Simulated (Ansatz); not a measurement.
A: Al2Cu (Al2Cu type, space group I4/mcm), a = b = 6.0594 Å, c = 4.8739 Å, α = β = γ = 90.00°
B: Te (trigonal-Te type, space group P3_121), a = 4.521 Å, b = 4.521 Å, c = 5.955 Å, α = 90.00°, β = 90.00°, γ = 120.00°
C: GaCuSe2 (chalcopyrite), a = 5.672 Å, b = 5.672 Å, c = 11.263 Å, α = 90.00°, β = 90.00°, γ = 90.00°

Scan: energy against volume (even scaling of the relaxed cell, symmetry kept). All come from one method, each on a k mesh of its own. Al2Cu is run without spin polarisation. All were relaxed with their symmetry unable to fall. At this level the bands of GaCuSe2 touch or barely overlap; measurements give the solid a gap. GaCuSe2 is run without spin polarisation. Spin-orbit coupling is left out. The PAW data are Ansatz's earlier set.

### Question
Rank these by bulk modulus at fixed cell shape (fitted) (highest first), as PBE (plane waves to 420 eV, PAW, scalar-relativistic; Ansatz, a first-principles code) gives it.

### Answer
A (100 GPa), C (60.1 GPa), B (23.2 GPa)

(Under strain, the slope of the energy per volume gives the stress and its curvature an elastic modulus.)
